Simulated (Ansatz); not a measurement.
**O: computed property card**

O:
```
O
1.0
    3.23550     1.89986     0.00000
   -3.23550     1.89986     0.00000
   -2.89989     0.00000     4.14829
O
2
Cartesian
 -3.51126   1.89986   0.53857
  0.61138   1.89986   3.60971
```
The run is spin-polarised; directions of the spins, atom by atom: ↑ ↑.

Space group C2/m (No. 12), α-O2; conventional cell a = 6.4710 Å, b = 3.7997 Å, c = 5.0614 Å, α = γ = 90.00°, β = 124.96°.

Method: DFT-PBEsol in the program Ansatz with PAW potentials. Geometry: relaxed at this level of theory. Other levels are named where they apply.

### Cell and energy

```yaml
volume_per_atom: 25.50 Å³
density: 1.04 g/cm³
```

### Electronic structure

```yaml
band_gap: 1.84 eV (indirect)
valence_band_maximum: at Y2 (k = 0.500, 0.500, 0.000 in fractions of the reciprocal vectors)
conduction_band_minimum: at L2 (k = 0.000, 0.500, 0.500 in fractions of the reciprocal vectors) (2 equivalent valleys)
smallest_direct_gap_on_the_standard_path: 1.96 eV
```

### Magnetism

```yaml
magnetic_order: ferromagnetic
net_moment: 1.00 μB per atom
```

### Mechanics

```yaml
Bulk modulus (Birch–Murnaghan fit): 5 kbar
Pressure derivative B′: 4.0
Elastic constants (relaxed ions, GPa): C11 = 1.1, C22 = 1.0, C33 = 0.8, C12 = 0.5, C13 = 0.2, C23 = 0.3, C44 = 0.1, C55 = 0.1, C66 = 0.3, C15 = -0.1, C25 = 0.0, C35 = 0.1, C46 = 0.1
mechanical_stability: marginal (the smallest eigenvalue of C is near zero)
```

Symmetry was held in the PBEsol relaxation. Spin order of the final state: ferromagnetic, chosen from 5 collinear starts compared on coarse meshes (ties went to the first, and starts can fall back to one state), not a proven ground state. Textbook magnetic order: antiferromagnetic. The substance is a gas or liquid at ambient conditions; this is its low-temperature solid. No Hubbard U is applied. A crystal of weakly bound molecules computed without a dispersion correction: the cell and the soft elastic constants depend strongly on that.

Potentials: the later of the program's two PAW sets.
